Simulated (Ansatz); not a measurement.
CoW:
```cif
data_Co2W2
_chemical_formula_sum 'W2 Co2'
_space_group_name_H-M_alt 'P 1'
_space_group_IT_number 1
_cell_length_a 4.91203
_cell_length_b 4.91203
_cell_length_c 4.10617
_cell_angle_alpha 90.000
_cell_angle_beta 90.000
_cell_angle_gamma 148.297
loop_
_space_group_symop_operation_xyz
  'x, y, z'
loop_
_atom_site_label
_atom_site_type_symbol
_atom_site_fract_x
_atom_site_fract_y
_atom_site_fract_z
_atom_site_occupancy
W1 W 0.65616 0.34384 0.25000 1
Co1 Co 0.92430 0.07570 0.25000 1
W2 W 0.34384 0.65616 0.75000 1
Co2 Co 0.07570 0.92430 0.75000 1
```
The run is spin-polarised; directions of the spins, atom by atom: 0 ↑ 0 ↑.

Relaxed with plane-wave PAW r²SCAN (Ansatz code). Indices refer to the conventional cell of Cmcm, a = 2.683 Å, b = 9.450 Å, c = 4.106 Å, α = 90.00°, β = 90.00°, γ = 90.00°.

**Question.** Simulate the powder diffraction pattern (Cu Kα, λ = 1.54184 Å; lines above 1 %) up to 2θ = 90°.

**Answer.** Simulated powder pattern, Cu Kα, λ = 1.54184 Å (kinematic, ideal powder, no thermal factors, no anomalous dispersion; the 30 strongest lines at most, above 1 %, up to 2θ = 90°):

```
2θ (°)  d (Å)  I/Imax (%)    hkl
------  -----  ----------  -----
18.78   4.725         5.7  (020)
28.80   3.099          55  (021)
34.75   2.581         5.3  (110)
38.09   2.363          22  (040)
41.31   2.185         100  (111)
44.11   2.053          38  (002)
44.23   2.048          44  (041)
44.35   2.043          45  (130)
49.86   1.829          16  (131)
57.34   1.607         3.1  (112)
58.61   1.575         3.7  (060)
59.66   1.550          12  (042)
59.85   1.545         3.1  (150)
63.23   1.471         3.4  (061)
64.33   1.448          30  (132)
64.42   1.446          17  (151)
70.14   1.342         9.6  (200)
71.80   1.315         4.9  (023)
76.18   1.250         3.6  (062)
77.28   1.235         2.9  (152)
77.53   1.231         8.0  (221)
79.21   1.209          15  (113)
79.47   1.206          10  (170)
81.22   1.184         7.4  (043)
82.72   1.167         4.8  (240)
83.55   1.157         3.6  (171)
85.37   1.137         3.2  (133)
85.54   1.135         9.6  (081)
86.69   1.123          11  (202)
86.78   1.122          13  (241)
```

The start of the workflow was typed in or built on a structure type; neither database checked (COD, Materials Project) lists it. Its standing as an ambient phase is unchecked. The r²SCAN relaxation kept the symmetry of its start; its stability against distortions is not shown here. The final state is ferromagnetic, the only order run, not a proven ground state. Its formation energy is positive at this level, so the cell may be metastable or incomplete. Other orbital occupations within this spin state were not tried. Axis ratios of metals converge slowly with the k-mesh, so a and c are less sure than the volume. Scalar-relativistic: spin–orbit coupling is off unless named, which matters more the heavier the elements.

Potentials: the later of the program's two PAW sets.
